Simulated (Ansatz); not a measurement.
## ZrHg: stiffness from a series of strains

```
CELL_PARAMETERS angstrom
3.14700 0.00000 0.00000
0.00000 3.14700 0.00000
0.00000 0.00000 4.17000
ATOMIC_POSITIONS crystal
Zr 0.50000 0.50000 0.50000
Hg 0.00000 0.00000 0.00000
```

Atom numbers follow the list: Zr1, Hg2.

The cell is COD entry 1522699, as deposited and not checked against the literature; nothing was relaxed.

Spin–orbit coupling is left out, though it moves levels of the heavy atoms by tenths of an eV or more.

All numbers below come from DFT, PBEsol, all-electron LAPW, scalar-relativistic (Ansatz 0.2.0).

Numerical set-up: a Γ-centred 13×13×10 k mesh, Fermi–Dirac smearing of 0.03 eV, basis error target 0.5 meV/atom, no spin polarisation.

The strain is applied along the Cartesian axes of the cell as listed (the other components stay zero). Fractional coordinates are held (clamped ions).

σ is the change of stress from the unstrained cell, which is at -0.63 GPa; tension is positive, so slopes are stress–strain coefficients at that pressure. In a metal the k mesh adds noise.

Only quantities that a quadratic follows smoothly over the whole series are listed; rougher ones are left out.

```
εxx = εyy  σzz (GPa)  σxx (GPa)
  -0.0200      -4.60      -5.00
   0.0000       0.00       0.00
   0.0100       2.14       2.06
   0.0200       4.10       3.91
```

(1) Fit the series and read off the stiffness at zero strain.

(2) One run, at εxx = εyy = -0.0100, is withheld. Predict its row.

Answers

(1) Least-squares fits y = p0 + p1 x + p2 x² to the rows give σzz (GPa): p1 = 218, p2 = -650; σxx (GPa): p1 = 223, p2 = -1300. So C13 + C23 = 218 GPa and C11 + C12 = 223 GPa, for these axes.

(2) The fits give -2.23, -2.37; the run gave -2.24, -2.34.
